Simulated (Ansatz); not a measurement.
Here is the system:

MgI2:
```cif
data_I2Mg
_chemical_formula_sum 'Mg1 I2'
_space_group_name_H-M_alt 'P-3m1'
_space_group_IT_number 164
_space_group_name_Hall '-P 3 2"'
_cell_length_a 4.16499
_cell_length_b 4.16499
_cell_length_c 6.97065
_cell_angle_alpha 90.000
_cell_angle_beta 90.000
_cell_angle_gamma 120.000
loop_
_atom_site_label
_atom_site_type_symbol
_atom_site_symmetry_multiplicity
_atom_site_Wyckoff_symbol
_atom_site_fract_x
_atom_site_fract_y
_atom_site_fract_z
_atom_site_occupancy
Mg1 Mg 1 a 0.00000 0.00000 0.00000 1
I1 I 2 d 0.33333 0.66667 0.23906 1
```

This is the r²SCAN+D4-relaxed structure.

Question: All from plane-wave PAW r²SCAN+D4 (Ansatz code), unless another level is named. Estimate the vibrational entropy at 300 K.

Answer: 44.1 J/(K·mol of atoms).

Question: Give the highest zone-centre frequency (without LO–TO term).

Answer: 263 cm⁻¹.

Question: Predict the zero-point energy.

Answer: 21.7 meV/atom.

Symmetry was held in the r²SCAN+D4 relaxation; phonons on a q-mesh show no instability. Scalar-relativistic: spin–orbit coupling is off unless named, which matters more the heavier the elements.

Potentials: the later of the program's two PAW sets.
